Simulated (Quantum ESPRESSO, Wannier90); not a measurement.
## SrCl₂ (fluorite): Wannier90 run

```yaml
crystal:
  lattice:
    - [0.00000, 3.49974, 3.49974]
    - [3.49974, 0.00000, 3.49974]
    - [3.49974, 3.49974, 0.00000]
  atoms:
    - { symbol: Sr, position: [0.00000, 0.00000, 0.00000] }
    - { symbol: Cl, position: [0.75000, 0.75000, 0.75000] }
    - { symbol: Cl, position: [0.25000, 0.25000, 0.25000] }
```

Structure: Materials Project mp-23209, symmetrised, not relaxed again. COD (Crystallography Open Database) has an entry of this formula and space group (matched by these alone). Method: PBEsol plane waves in Quantum ESPRESSO 7.5 (PseudoDojo norm-conserving files, 55 Ry, no spin polarisation, no spin-orbit coupling), Bloch states on a 6×6×6 mesh through Γ, Wannier90 4.0.1. Density: 8×8×8 mesh, cold smearing 0.01 Ry.

Functional, cutoff and mesh named above are those of the base row (PBEsol); the first column says what each row takes instead. Model: 8 functions from bands 5-12, start SCDM (isolated) (the valence bands). Energies are relative to the valence-band maximum; the misfit is to pw.x on a path, for all bands of the set. The functional changes, each with its own PseudoDojo files and their cutoffs, on the same cell. Ω_total can sit in another minimum from row to row; Ω_I of an isolated set cannot.

| functional | Ω_I (Å²) | Ω_total (Å²) | rms misfit (meV) | gap (eV) | bottom of band 5 (eV) |
|---|---|---|---|---|---|
| LDA | 8.81 | 10.22 | 0.2 | 4.84 | -13.22 |
| PBE | 8.53 | 9.93 | 0.1 | 5.30 | -13.27 |
| PBEsol | 8.71 | 10.12 | 0.1 | 5.11 | -13.26 |
